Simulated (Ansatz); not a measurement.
AlRu in space group Cmcm (No. 63; Al on 4c, Ru on 4c), plane-wave PAW PBE (Ansatz code), all energies at zero smearing, with the estimated change up to a 700 eV cutoff added, with one set of potentials and settings (totals compare only within such a set). Cell of 4 atoms (2 Al, 2 Ru): -12834.122 eV.

| element | reference phase | E (eV/atom) |
|---|---|---|
| Al | Fm-3m, 1 atoms in the cell | -537.5049 |
| Ru | P6_3/mmc, 2 atoms in the cell | -5878.6876 |

Formation energy per atom, worked out: (-12834.122 − 2×(-537.5049) − 2×(-5878.6876))/4 = -0.434 eV/atom (-42 kJ per mol of atoms), at 0 K, without zero-point energy or fitted corrections.

The start of the workflow was typed in or built on a structure type; neither database checked (COD, Materials Project) lists it. COD files the formula under space group No. 221, so this cell is another polymorph or a model. Its standing as an ambient phase is unchecked. The PBE relaxation kept the symmetry of its start; its stability against distortions is not shown here. The run is not spin-polarised. The references are the lowest solids computed at this level, not always the standard phases.

Potentials: the later of the program's two PAW sets.
